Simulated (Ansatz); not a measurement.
Relaxed-ion elastic tensor of CdS (wurtzite, P6_3mc) in GPa (Voigt order), PBEsol in the plane-wave PAW code Ansatz; density 4.86 g/cm³, 24.70 Å³ per atom.

```
85.8  52.4  45.0   0.0   0.0   0.0
52.4  85.8  45.0   0.0   0.0   0.0
45.0  45.0  94.7   0.0   0.0   0.0
 0.0   0.0   0.0  15.1   0.0   0.0
 0.0   0.0   0.0   0.0  15.1   0.0
 0.0   0.0   0.0   0.0   0.0  16.7
```

### Question
Is the crystal mechanically stable?

### Answer
Yes: the smallest eigenvalue of C is 15.1 GPa.

### Question
Work out the Voigt, Reuss and Hill averages.

### Answer
K_V = 61.2, K_R = 61.2, K_H = 61.2; G_V = 17.6, G_R = 17.1, G_H = 17.3 GPa.

### Question
Give Young's modulus, Poisson's ratio, Pugh's ratio and the universal anisotropy index.

### Answer
E = 9KG/(3K + G) = 47.5 GPa; ν = 0.37; K/G = 3.53 (ductile by the Pugh limit of 1.75); A_U = 5G_V/G_R + K_V/K_R − 6 = 0.17.

### Question
Estimate the sound speeds and the Debye temperature.

### Answer
v_l = √((K + 4G/3)/ρ) = 4170 m/s, v_t = √(G/ρ) = 1890 m/s, mean 2130 m/s; Θ = (h/k)(3n/4πV)^(1/3) v_m = 218 K.

### Question
Solve the Christoffel equation for the three sound speeds along x, y, z.

### Answer
Eigenvalues of C_ijkl n_j n_l equal ρv² (piezoelectric stiffening left out). In km/s, slowest first: x 1.76, 1.86, 4.20; y 1.76, 1.86, 4.20; z 1.76, 1.76, 4.42.

### Question
How much does each axis shrink under pressure?

### Answer
Linear compressibilities β_i = Σ_j S_ij (j = 1 to 3): x 5.5, y 5.5, z 5.3 per TPa.

The cell was relaxed with PBEsol under the symmetry of its start.

Potentials: the later of the program's two PAW sets.
